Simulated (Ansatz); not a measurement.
Given:

K2LiGaF6:
```
CELL_PARAMETERS angstrom
      0.00000     3.97518     3.97518
      3.97518     0.00000     3.97518
      3.97518     3.97518     0.00000
ATOMIC_POSITIONS crystal
  K  0.75000 0.75000 0.75000
  K  0.25000 0.25000 0.25000
  Li 0.50000 0.50000 0.50000
  Ga 0.00000 0.00000 0.00000
  F  0.76012 0.23988 0.23988
  F  0.23988 0.76012 0.76012
  F  0.23988 0.76012 0.23988
  F  0.76012 0.23988 0.76012
  F  0.23988 0.23988 0.76012
  F  0.76012 0.76012 0.23988
```

This is the PBEsol-relaxed structure.

Question: All from plane-wave PAW PBEsol (Ansatz code), unless another level is named. Predict the Young's modulus.

Answer: 69.6 GPa.

Question: What about the elastic constants (relaxed ions, GPa)?

Answer: C11 = 73.5, C12 = 39.6, C44 = 37.7.

Space group Fm-3m. The first step of the workflow began from a Materials Project structure, measured or hypothetical; the Crystallography Open Database copy checked does not list it. Whether it is the stable phase at ambient conditions was not checked. Symmetry was held in the PBEsol relaxation; whether a distortion lowers the energy is not shown.

Potentials: the later of the program's two PAW sets.
